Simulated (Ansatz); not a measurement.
AlB2W2:
```cif
data_Al2B4W4
_chemical_formula_sum 'Al2 W4 B4'
_space_group_name_H-M_alt 'Cmmm'
_space_group_IT_number 65
_space_group_name_Hall '-C 2 2'
_cell_length_a 3.07726
_cell_length_b 11.53159
_cell_length_c 3.12230
_cell_angle_alpha 90.000
_cell_angle_beta 90.000
_cell_angle_gamma 90.000
loop_
_atom_site_label
_atom_site_type_symbol
_atom_site_symmetry_multiplicity
_atom_site_Wyckoff_symbol
_atom_site_fract_x
_atom_site_fract_y
_atom_site_fract_z
_atom_site_occupancy
Al1 Al 2 a 0.00000 0.00000 0.00000 1
W1 W 4 j 0.50000 0.14379 0.50000 1
B1 B 4 i 0.00000 0.20523 0.00000 1
```
(The calculation used a cell of 5 atoms; values per cell refer to that cell.)

Relaxed with r²SCAN.

**Question.** Tabulate the valence density and the electron localisation function along the shortest W–B contact (2.30 Å), the program Ansatz at the r²SCAN level (PAW).

**Answer.** 

| distance from W (Å) | density (e/Å³) | ELF |
|---|---|---|
| 0.23 | 4.80 | 0.19 |
| 0.35 | 5.36 | 0.47 |
| 0.46 | 5.11 | 0.67 |
| 0.58 | 4.11 | 0.72 |
| 0.69 | 2.84 | 0.67 |
| 0.81 | 1.75 | 0.52 |
| 0.92 | 1.03 | 0.34 |
| 1.04 | 0.67 | 0.25 |
| 1.15 | 0.54 | 0.29 |
| 1.27 | 0.51 | 0.42 |
| 1.38 | 0.53 | 0.57 |
| 1.50 | 0.58 | 0.65 |
| 1.61 | 0.65 | 0.64 |
| 1.73 | 0.70 | 0.54 |
| 1.84 | 0.70 | 0.34 |
| 1.96 | 0.62 | 0.12 |
| 2.07 | 0.46 | 0.02 |

The density is the valence pseudo-density with augmentation charge, so density and ELF within about 1 Å of a nucleus are not all-electron values.

The start of the workflow was typed in or built on a structure type; neither database checked (COD, Materials Project) lists it. Its standing as an ambient phase is unchecked. The cell was relaxed with r²SCAN under the symmetry of its start; whether a distortion lowers the energy is not shown. No spin polarisation was allowed. Scalar-relativistic: spin–orbit coupling is off unless named, which matters more the heavier the elements.

Potentials: the later of the program's two PAW sets.
